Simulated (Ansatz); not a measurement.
Si2Mo:
```yaml
crystal:
  lattice:
    - [0.00000, 4.03046, 4.37798]
    - [2.30416, 0.00000, 4.37798]
    - [2.30416, 4.03046, 0.00000]
  atoms:
    - { symbol: Si, position: [0.66339, 0.33661, 0.66339] }
    - { symbol: Si, position: [0.33661, 0.66339, 0.33661] }
    - { symbol: Si, position: [0.58661, 0.91339, 0.58661] }
    - { symbol: Si, position: [0.91339, 0.58661, 0.91339] }
    - { symbol: Mo, position: [0.00000, 0.00000, 0.00000] }
    - { symbol: Mo, position: [0.25000, 0.25000, 0.25000] }
```

Relaxed with PBE. Special points in fractions of this cell's reciprocal vectors: Γ (0.000, 0.000, 0.000); Y (0.500, 0.000, 0.500); T (1.000, 0.500, 0.500); Z (0.500, 0.500, 0.000); Σ0 (0.000, 0.401, 0.401); U0 (1.000, 0.599, 0.599); C0 (0.500, 0.238, 0.738); A0 (0.500, 0.762, 0.262); L (0.500, 0.500, 0.500).

Task: List the band energies nearest the Fermi level at these points for the program Ansatz at the PBE level (PAW).

Result: In eV from the Fermi level; about four levels below and three above (degenerate sets whole), none deeper than 8.9 eV; points with the same levels are listed once.

```
k                     below                above
--  -----------------------  -------------------
Γ   -3.17 -2.41 -2.26 -2.19       0.32 2.26 2.37
Y   -2.85 -2.85 -0.46 -0.46  2.26 2.26 2.57 2.57
T   -2.47 -2.47 -1.09 -1.09  1.07 1.07 2.32 2.32
Z   -2.09 -2.09 -1.39 -1.39  2.53 2.53 2.74 2.74
Σ0  -1.84 -1.78 -1.02 -1.02       0.38 1.40 2.35
C0  -2.82 -2.82 -0.13 -0.13  0.90 0.90 1.84 1.84
L   -2.10 -1.77 -0.54 -0.03       0.30 1.06 1.70
```

Space group Fddd. The start of the workflow was typed in or built on a structure type; neither database checked (COD, Materials Project) lists it. It is not the phase usual at ambient conditions (space group No. 139). Symmetry was held in the PBE relaxation; its stability against distortions is not shown here. The run is not spin-polarised. Scalar-relativistic: spin–orbit coupling is off unless named, which matters more the heavier the elements.

Potentials: the earlier of the program's two PAW sets.
